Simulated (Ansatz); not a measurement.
What a change of settings does to a run on ZrB₂

The geometry is COD entry 1510857, unchecked; take it as a test cell. The listed cell was then made from it by scaling, straining or moving an atom.

First run: DFT, PBE, PAW with Ansatz's default frozen-core files, scalar-relativistic (Ansatz 0.2.0).

Command: `ansatz run input.yaml --threads 1 --pin off --max-ram 3072MiB --backend cpu --events-out ev --progress --plain --runs-dir out` The run took about 6.2 s on 1 thread of a shared machine.

```yaml
crystal:
  lattice:
    - [3.2117153101, 0.0, 0.0]
    - [-1.6058576551, 2.7814270483, 0.0]
    - [0.0, 0.0, 3.5794921737]
  atoms:
    - { symbol: Zr, position: [0.0, 0.0, 0.0] }
    - { symbol: B, position: [0.3333333333, 0.6666666667, 0.5] }
    - { symbol: B, position: [0.6666666667, 0.3333333333, 0.5] }
kpoints:
  mp_grid: { grid: [12, 12, 9] }
scf:
  occupations: { method: fermi_dirac, width: 0.05 }
hamiltonian:
  xc: pbe
  pseudopotentials: { kind: paw }
output:
  forces: true
  stress: true
  efg: { contact_densities: true }
relax:
  f_tol: 0.005
  max_steps: 80
  cell: {}
```

Result: converged; relaxed volume 10.284 Å³/atom; 38 SCF iterations in all.

The input is then changed:

```diff
@@ -9,5 +9,5 @@
     - { symbol: B, position: [0.6666666667, 0.3333333333, 0.5] }
 kpoints:
-  mp_grid: { grid: [12, 12, 9] }
+  mp_grid: { grid: [12, 12, 9], shift: [0.5, 0.5, 0.5] }
 scf:
   occupations: { method: fermi_dirac, width: 0.05 }
@@ -23,3 +23,5 @@
   max_steps: 80
   cell: {}
+basis:
+  ecutwfc: "51.4 Ry"
```

Q: Predict the outcome of the changed run.

A: It converged; energy at zero smearing +1.2 meV/atom from the first run; relaxed volume 10.282 Å³/atom; 38 SCF iterations in all.
